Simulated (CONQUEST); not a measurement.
A self-consistent single point of YGe (Cmcm, 8 atoms in the cell; from Materials Project mp-9971) with CONQUEST.

Method: LDA (PW92), numerical atomic orbitals double-zeta with polarisation (the shipped basis), PseudoDojo norm-conserving potentials made for LDA in CONQUEST.

```
CELL_PARAMETERS angstrom
      4.28256     0.00000     0.00000
      0.00000    10.72440     0.00000
      0.00000     0.00000     3.95460
ATOMIC_POSITIONS crystal
  Y  0.50000 0.36139 0.75000
  Y  0.00000 0.13861 0.25000
  Y  0.00000 0.86139 0.75000
  Y  0.50000 0.63861 0.25000
  Ge 0.50000 0.08438 0.75000
  Ge 0.00000 0.41562 0.25000
  Ge 0.00000 0.58438 0.75000
  Ge 0.50000 0.91562 0.25000
```

Reference input (self-consistent single point, DFT, LDA (PW92), numerical atomic orbitals double-zeta with polarisation (the shipped basis), PseudoDojo norm-conserving potentials made for LDA): basis = DZP; Diag.MPMeshX, Y, Z = 6 3 7; potentials = PseudoDojo norm-conserving LDA; Grid.GridCutoff = 140 Ha; DM.SolutionMethod = diagon; Diag.kT = 0.003675 Ha; Diag.GammaCentred = true; minE.SCTolerance = 1.0e-06; SC.MaxIters = 100; SC.LinearMixingFactor = 0.3; SC.KerkerPreCondition = true; SC.KerkerFactor = 0.5 1/bohr. This run's input differs from it in these lines:

```diff
@@ -20,5 +20,5 @@
 Diag.MPMesh                    T
-Diag.MPMeshX                   6
-Diag.MPMeshY                   3
-Diag.MPMeshZ                   7
+Diag.MPMeshX                   4
+Diag.MPMeshY                   2
+Diag.MPMeshZ                   4
 Diag.GammaCentred              T
```

Output (repeated stretches shortened):

```
    new_SC_potl: Starting.  Tolerance:  0.10000E-05

    PulayMixSC: Starting Pulay mixing, A_up =  0.300 A_dn =  0.300
    PulayMixSC: Spin non-polarised calculation.
    PulayMixSC: with Kerker preconditioning, q0 =  0.500
          Harris-Foulkes Energy            :    -14166.147623906670560 eV
          GroundState Energy (E-(1/2)TS)   :    -14166.189992299934602 eV
          Free Energy (E-TS)               :    -14166.232360693204100 eV
          DFT Total Energy                 :    -14165.031777344500370 eV
          Total number of electrons        :       100.000000000006537
   [... lines left out ...]
          Total number of electrons        :       100.000148419580881
    PulayMixSC: Pulay iteration    19 residual:              0.10603E-05
          Harris-Foulkes Energy            :    -14165.389020197160789 eV
          GroundState Energy (E-(1/2)TS)   :    -14165.434973103463562 eV
          Free Energy (E-TS)               :    -14165.480926009766335 eV
          DFT Total Energy                 :    -14165.389019650014234 eV
          Total number of electrons        :       100.000160199754959
    PulayMixSC: Pulay iteration    20 residual:              0.50200E-06
    PulayMixSC: Reached SCF tolerance of  0.50200E-06 after     20 iterations
      | Number of electrons      =       100.000160
      |* band energy as 2Tr[K.H] =     -2548.963191427642869 eV
      |  screened ion-ion energy =    -10824.830843947001995 eV
      |  Ha correction           =        63.967971071194050 eV
      |  XC correction           =      -855.562614180240644 eV
      | GS Energy as E-(1/2)TS   =    -14165.434973103463562 eV
      | Free Energy as E-TS      =    -14165.480926009766335 eV
      |* Harris-Foulkes energy   =    -14165.389020197160789 eV
      |* DFT total energy        =    -14165.389019650014234 eV
      |  estimated accuracy      =        -0.000000547145395 eV

    force: Forces on atoms (eV/A )
    force:  Atom   X              Y              Z
   [... lines left out ...]
    force: Maximum force :        0.19248979(eV/A ) on atom         5 in y direction
   [... lines left out ...]
    force: Force Residual:        0.14464620 eV/A
    force: Total stress:          4.35010588     0.00000000     0.00000000 GPa
                             0.00000000     4.03343356     0.00000000
                             0.00000000     0.00000000     3.22941798
    force: Average pressure:     -3.87098580 GPa

    force: Finished force
    get_E_and_F: Change in energy during last step of electronic optimisation: -0.24601E-06
```

The run converged in 20 iterations. CONQUEST prints the stress tensor with tension positive. Against the reference run the free energy goes down by 6.6 meV/atom, the pressure goes from -4.07 to -3.87 GPa and the largest force moves little (0.193 to 0.192 eV/Å).

The program uses no crystal symmetry, so grid and mesh can part values that symmetry would make equal. The atom-centred basis is finite, which shifts total energies, pressures and forces against plane waves. This run is one point of a test of settings, so its values need not be converged; read them against the reference run alone. The structure comes from a collection of computed structures, made at another level of theory; the collection holds predicted forms beside known ones. No clean gap shows at this smearing width and mesh (spacing up to 0.40 Å⁻¹); the mesh is coarse for partly filled bands, so the values carry mesh errors.

Cost on one core: roughly 5 core-minutes.
